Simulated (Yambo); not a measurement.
# LaCN2Cl: lowest vertical excitons

```
CELL_PARAMETERS angstrom
      5.36357     0.00000     0.00000
      0.00000     4.03846     0.00000
     -1.36965     0.00000     7.50581
ATOMIC_POSITIONS crystal
  C  0.34692 0.25000 0.35825
  C  0.65308 0.75000 0.64175
  N  0.43176 0.75000 0.66077
  N  0.56824 0.25000 0.33923
  N  0.87739 0.75000 0.61845
  N  0.12261 0.25000 0.38155
  Cl 0.74522 0.25000 0.95801
  Cl 0.25478 0.75000 0.04199
  La 0.17723 0.25000 0.73592
  La 0.82277 0.75000 0.26408
```

The geometry is that of Materials Project entry mp-567373, symmetrised and not relaxed again.

BSE in Yambo on norm-conserving PBEsol (Quantum ESPRESSO, 110 Ry, without SOC) bands: 4×4×2 mesh, 16 valence and 28 conduction bands, static screening with 92 bands and a 3 Ry block, scissor 3.38 eV, Tamm-Dancoff; field along x.

```json
[
 {"state": "1", "energy (eV)": "5.99", "states within 2 meV": "1", "relative strength": "1.00", "class": "strong", "main transitions": "several band pairs"},
 {"state": "2", "energy (eV)": "6.06", "states within 2 meV": "1", "relative strength": "< 0.01", "class": "dark", "main transitions": "several band pairs"},
 {"state": "3", "energy (eV)": "6.09", "states within 2 meV": "1", "relative strength": "< 0.01", "class": "dark", "main transitions": "several band pairs"},
 {"state": "4", "energy (eV)": "6.13", "states within 2 meV": "2", "relative strength": "< 0.01", "class": "dark", "main transitions": "several band pairs"},
 {"state": "5", "energy (eV)": "6.15", "states within 2 meV": "1", "relative strength": "0.17", "class": "strong", "main transitions": "several band pairs"},
 {"state": "6", "energy (eV)": "6.16", "states within 2 meV": "1", "relative strength": "< 0.01", "class": "dark", "main transitions": "several band pairs"},
 {"state": "7", "energy (eV)": "6.18", "states within 2 meV": "1", "relative strength": "< 0.01", "class": "dark", "main transitions": "several band pairs"},
 {"state": "8", "energy (eV)": "6.20", "states within 2 meV": "1", "relative strength": "< 0.01", "class": "dark", "main transitions": "several band pairs"},
 {"state": "9", "energy (eV)": "6.21", "states within 2 meV": "1", "relative strength": "< 0.01", "class": "dark", "main transitions": "several band pairs"},
 {"state": "10", "energy (eV)": "6.22", "states within 2 meV": "1", "relative strength": "< 0.01", "class": "dark", "main transitions": "several band pairs"}
]
```

These are vertical excitations (zero momentum); the indirect quasiparticle gap, about 5.66 eV, is smaller than the direct one (6.80 eV on the GW mesh). The direct quasiparticle gap on this mesh is 6.80 eV; counted from there, state 1 is bound by 0.81 eV. Convergence with the mesh was not shown.

Spin singlets only. Strengths are relative to the strongest of the lowest states of this run; strong means a line over 3 % of the spectrum's maximum, dark under 0.03 %. Absolute energies carry the error of the G0W0 scissor, whose convergence isn't established; the long-wavelength screening was taken along (1,1,1) although the crystal is anisotropic.

The 4f states are in the valence at their DFT position.
